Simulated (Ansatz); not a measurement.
# Two states of GdAg

```yaml
crystal:
  lattice:
    - [3.64387, 0.00000, 3.64387]
    - [0.00000, 3.64387, 0.00000]
    - [3.64387, 0.00000, -3.64387]
  atoms:
    - { symbol: Ag, position: [0.00000, 0.00000, 0.00000] }
    - { symbol: Ag, position: [0.50000, 0.00000, 0.50000] }
    - { symbol: Gd, position: [0.00000, 0.50000, 0.50000] }
    - { symbol: Gd, position: [0.50000, 0.50000, 0.00000] }
```

The numbers come from plane-wave PAW DFT (Ansatz): r2SCAN, 500 eV, 4×5×4 (shifted by 0, 0.5, 0 steps) k points, fermi-dirac occupations (width 0.1 eV). Nothing was relaxed.

State A: Gd3 up, Gd4 down (collinear spin). State B: Gd3 up, Gd4 up (collinear spin).

Q: Which state is lower, and how do they differ?

A: State A is lower by 21.3 meV an atom at zero smearing; in free energy at this smearing B lies +15.1 meV an atom from A.

| state | free energy (meV/atom) | largest moment in a small sphere (μB) | net moment (μB/cell) | gap on mesh (eV) | pressure (GPa) | largest force (eV/Å) |
| --- | --- | --- | --- | --- | --- | --- |
| A | 0.0 | 7.25 | 0.00 | metal | 0.7 | 0.00 |
| B | 15.1 | 7.25 | 15.13 | metal | 0.4 | 0.00 |

Origin: a database entry at a rescaled volume. Caveats: the k mesh is coarse if the cell is a metal; f shells without a U or exact exchange are poorly placed.
